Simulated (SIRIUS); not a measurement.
Consider a self-consistent single point of Ta (Im-3m, 2 atoms in the cell; from Materials Project mp-50, changed as shown).

```yaml
crystal:
  lattice:
    - [3.37606, 0.00000, 0.00000]
    - [0.00000, 3.37606, 0.00000]
    - [0.00000, 0.00000, 3.37606]
  atoms:
    - { symbol: Ta, position: [0.00000, 0.00000, 0.00000] }
    - { symbol: Ta, position: [0.50000, 0.50000, 0.50000] }
```

Method: LDA (PW92), PseudoDojo 0.4 standard norm-conserving LDA (tails mended) pseudopotentials (plane waves; SIRIUS).

SIRIUS settings:

parameters.ngridk: 14 14 14
parameters.xc_functionals: [XC_LDA_X, XC_LDA_C_PW]
parameters.gk_cutoff: 7.616 1/bohr
parameters.pw_cutoff: 15.232 1/bohr
parameters.smearing: fermi_dirac
parameters.smearing_width: 0.00183747 Ha
potentials: PseudoDojo 0.4 standard norm-conserving LDA (tails mended) pseudopotentials
parameters.electronic_structure_method: pseudopotential
parameters.num_bands: 17
parameters.num_mag_dims: 0
parameters.num_dft_iter: 100
parameters.energy_tol: 1e-07 Ha
parameters.density_tol: 1e-06
mixer.type: anderson
mixer.beta: 0.7
mixer.use_hartree: true

Results:

- Number of valence electrons: 26
- Number of bands: 17
- Number of k-points after the program's reduction: 120
- Number of plane waves (most at a k-point): 1959
- Number of SCF iterations: 9
- FFT grid: 36 × 36 × 36
- Free energy E − TS: -3546.1155 eV
- Fermi level (on the code's own zero): 16.75 eV
- Pressure: -20.54 GPa

Stress (GPa, positive for compression):
```
-20.54    0.00    0.00
  0.00  -20.54    0.00
  0.00    0.00  -20.54
```

For comparison: a first run was changed to give this one (lattice scaled by 1.02), and from it to this one the free energy goes up by 112 meV/atom and the pressure goes from -11.39 to -20.54 GPa.

The structure comes from a collection of computed structures, made at another level of theory; the collection holds predicted forms beside known ones. At this pressure the cell is far from its equilibrium volume at this level.

Cost on one core: about 80 core-seconds (a rough figure).

“Tails mended”: in these copies of the files the far tail of each local potential was reset to the Coulomb form.
